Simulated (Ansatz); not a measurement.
**Computed properties of Li**

```yaml
crystal:
  lattice:
    - [0.00000, 2.20200, 2.20200]
    - [2.20200, 0.00000, 2.20200]
    - [2.20200, 2.20200, 0.00000]
  atoms:
    - { symbol: Li, position: [0.00000, 0.00000, 0.00000] }
```

The cell is COD entry 9008473, as deposited and not checked against the literature; nothing was relaxed.

Method: Ansatz 0.2.0, DFT, PBEsol, all-electron LAPW, scalar-relativistic.

Settings: a Γ-centred 13×13×13 k mesh, Fermi–Dirac smearing of 0.08 eV, basis error target 0.25 meV/atom, no spin polarisation.

| Quantity | Value |
| --- | --- |
| Density of states at the Fermi level (0.2 eV bin) | 0.53 states/eV per cell |
| Volume per atom | 144.1 bohr³ |

Question: Give the computed value. Band gap.

Answer: none: with an odd electron count and no spin polarisation the bands can't all be full, a metal in this set-up (spin order or a larger cell could open a gap).

Question: Give the computed value. Pressure at this cell.

Answer: -0.67 GPa.
